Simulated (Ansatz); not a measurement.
SiO2:
```yaml
crystal:
  lattice:
    - [4.19451, 0.00000, 0.00000]
    - [0.00000, 4.19451, 0.00000]
    - [0.00000, 0.00000, 2.67822]
  atoms:
    - { symbol: Si, position: [0.50000, 0.50000, 0.50000] }
    - { symbol: Si, position: [0.00000, 0.00000, 0.00000] }
    - { symbol: O, position: [0.69395, 0.69395, 0.00000] }
    - { symbol: O, position: [0.30605, 0.30605, 0.00000] }
    - { symbol: O, position: [0.80605, 0.19395, 0.50000] }
    - { symbol: O, position: [0.19395, 0.80605, 0.50000] }
```

Relaxed with PBEsol.

Question: Give the optical modes at the zone centre with their infrared activity from DFPT, plane-wave PAW PBEsol (Ansatz code).

Answer: Transverse frequencies, without the LO–TO term; a row sums one degenerate level.

| ω (cm⁻¹) | degeneracy | IR ((D/Å)²/amu) | activity | symmetry |
|---|---|---|---|---|
| 216 | 1 | 0.00 | IR-inactive | B1g |
| 375 | 1 | 0.00 | IR-inactive | B1u |
| 448 | 2 | 61.27 | IR | Eu |
| 561 | 2 | 8.69 | IR | Eu |
| 572 | 2 | 0.00 | IR-inactive | Eg |
| 576 | 1 | 0.00 | IR-inactive | A2g |
| 645 | 1 | 51.59 | IR | A2u |
| 737 | 1 | 0.00 | IR-inactive | A1g |
| 742 | 1 | 0.00 | IR-inactive | B1u |
| 810 | 2 | 24.93 | IR | Eu |
| 926 | 1 | 0.00 | IR-inactive | B2g |

Question: How high does the top mode go among those that the LO–TO term moves?

Answer: 1017 cm⁻¹ for q along x, 1017 cm⁻¹ for q along y, 1032 cm⁻¹ for q along z.

Space group P4_2/mnm (rutile). This is a known high-pressure phase of the composition, computed here at zero pressure and temperature. The cell was relaxed with PBEsol under the symmetry of its start; its stability against distortions is not shown here.

Potentials: the earlier of the program's two PAW sets. The files were generated under PBE; for other functionals the program regenerates the frozen cores, and for LDA and PBEsol the local potential too.
